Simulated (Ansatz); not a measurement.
Be₂Ru (cubic Laves (MgCu2 type), space group No. 227), the program Ansatz at the PBEsol level (PAW), all energies at zero smearing, with the estimated change up to a 700 eV cutoff added, with one set of potentials and settings (totals compare only within such a set). Cell of 6 atoms (4 Be, 2 Ru): -11996.492 eV.

```json
[
 {"element": "Be", "reference phase": "P6_3/mmc, 2 atoms in the cell", "E (eV/atom)": "-90.3485"},
 {"element": "Ru", "reference phase": "P6_3/mmc, 2 atoms in the cell", "E (eV/atom)": "-5816.5470"}
]
```

Formation energy per atom, worked out: (-11996.492 − 4×(-90.3485) − 2×(-5816.5470))/6 = -0.334 eV/atom (-32 kJ per mol of atoms), at 0 K, without zero-point energy or fitted corrections.

Space group Fd-3m (cubic Laves (MgCu2 type)). A made-up cell: these elements were put on the sites of a structure type; neither database checked (COD, Materials Project) lists it. Its standing as an ambient phase is unchecked. The PBEsol relaxation kept the symmetry of its start; its stability against distortions is not shown here. No spin polarisation was allowed. The references are the lowest solids computed at this level, not always the standard phases.

Potentials: the earlier of the program's two PAW sets. The files were generated under PBE; for other functionals the program regenerates the frozen cores, and for LDA and PBEsol the local potential too.
